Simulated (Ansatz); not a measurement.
Ca (hcp (Mg type), space group No. 194) at seven volumes, plane-wave PAW PBEsol (Ansatz code), shape and atoms relaxed at each. One row is withheld.

```csv
V (Å³/atom),P (GPa)
37.091,1.99
38.314,1.24
39.536,0.58
40.759,0.00
41.982,-0.51
43.205,?
44.428,-1.35
```

Question: Fit the shown pressures and predict the withheld one.

Answer: Third-order Birch–Murnaghan: P = (3/2)B₀(x^(7/2) − x^(5/2))[1 + (3/4)(B′ − 4)(x − 1)] with x = (V₀/V)^(2/3). Least squares on the six rows gives V₀ = 40.760 Å³/atom, B₀ = 18.09 GPa, B′ = 3.30. At V = 43.205, x = 0.9619 and P = -0.96 GPa. The run itself gave -0.96 GPa.

Space group P6_3/mmc (hcp (Mg type)). The workflow started from an entry of the Crystallography Open Database (COD, 723 K), which files this formula under 3 space groups. It is not the phase usual at ambient conditions (space group No. 225). The cell was relaxed with PBEsol under the symmetry of its start; its stability against distortions is not shown here.

Potentials: the earlier of the program's two PAW sets. The files were generated under PBE; for other functionals the program regenerates the frozen cores, and for LDA and PBEsol the local potential too.
